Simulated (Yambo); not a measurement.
Yambo run on WO3 (ReO3 type, space group Pm-3m, No. 221). The wavefunctions come from this Quantum ESPRESSO step (PBEsol, PseudoDojo standard norm-conserving files, fully relativistic):

```
&CONTROL
  calculation = 'nscf'
  pseudo_dir = './pseudo'
  outdir = './out'
/
&SYSTEM
  ibrav = 0
  nat = 4
  ntyp = 2
  ecutwfc = 84.0
  ecutrho = 336.0
  occupations = 'fixed'
  force_symmorphic = .true.
  nbnd = 216
  noncolin = .true.
  lspinorb = .true.
/
&ELECTRONS
  conv_thr = 4e-09
  diago_full_acc = .true.
  diago_thr_init = 1e-08
/
ATOMIC_SPECIES
O 15.9990 O.upf
W 183.8400 W.upf
CELL_PARAMETERS angstrom
  3.794964565000   0.000000000000   0.000000000000
  0.000000000000   3.794964565000   0.000000000000
  0.000000000000   0.000000000000   3.794964565000
ATOMIC_POSITIONS crystal
O   0.000000000000   0.000000000000   0.500000000000
O   0.500000000000   0.000000000000   0.000000000000
O   0.000000000000   0.500000000000   0.000000000000
W   0.000000000000   0.000000000000   0.000000000000
K_POINTS automatic
4 4 4 0 0 0
```

Yambo input:

```
rim_cut
gw0
dyson
el_el_corr
HF_and_locXC
ppa
em1d
RandQpts= 1000000
RandGvec= 1 Ry
EXXRLvcs= 84 Ry
VXCRLvcs= 336 Ry
Chimod= "HARTREE"
% BndsRnXp
 5 | 214 |
%
NGsBlkXp= 8 Ry
% LongDrXp
 1.0 | 1.0 | 1.0 |
%
PPAPntXp= 27.2114 eV
% GbndRnge
 1 | 214 |
%
GTermKind= "BG"
DysSolver= "n"
ExtendOut
% QPkrange
 1 | 1 | 30 | 34 |
 3 | 3 | 32 | 33 |
 6 | 6 | 32 | 33 |
 10 | 10 | 32 | 33 |
%
```

k points by index: 1 = Γ, 3 = X, 6 = M, 10 = R.

Table of the .qp output:

```
#    K-point    Band    Eo [eV]    E [eV]    E-Eo [eV]    Vxc [eV]    Vnlxc [eV]    Sc|Eo [eV]    Sc|E [eV]    dSc/dw|Eo [eV]    Re(Z)    Im(Z)
#
    1    30    -0.991891    -1.197387    -0.205496    -20.55100    -25.35073    4.529658    4.594239    -8.544736    0.761023    -0.001817
    1    31    -0.991891    -1.195161    -0.203270    -20.55100    -25.35073    4.532571    4.596460    -8.545806    0.761000    -0.001784
    1    32    -0.991891    -1.200568    -0.208677    -20.55100    -25.35073    4.525465    4.591056    -8.546320    0.760989    -0.001778
    1    33    0.422546    1.210499    0.787953    -16.54856    -11.67308    -3.897670    -4.087521    -6.555575    0.805856    -0.001268
    1    34    0.422546    1.215803    0.793257    -16.54856    -11.67309    -3.891080    -4.082216    -6.555778    0.805851    -0.001270
    3    32    -1.036060    -1.221785    -0.185725    -20.24717    -25.04664    4.554120    4.613741    -8.727788    0.757147    -0.001740
    3    33    0.647820    1.458348    0.810527    -16.56103    -11.57850    -3.976181    -4.172001    -6.573325    0.805433    -0.001278
    6    32    -0.018389    -0.150725    -0.132336    -20.34085    -25.34241    4.824587    4.869227    -9.169233    0.747961    -0.001544
    6    33    4.013407    4.978875    0.965468    -19.46818    -13.88317    -4.320183    -4.619551    -8.405640    0.763515    -0.019236
    10    32    0.000000    -0.121932    -0.121932    -20.36252    -25.38254    4.856955    4.898087    -9.168413    0.747977    -0.001539
    10    33    5.422397    6.543091    1.120694    -19.35870    -12.52059    -5.461525    -5.717416    -6.211538    0.813551    0.022139
```
(The two width columns are left out.) Convergence of these settings isn't established.

Geometry relaxed with PBEsol.

The structure is a Materials Project entry; no match was found in the copy of COD used, and its stability was not checked.
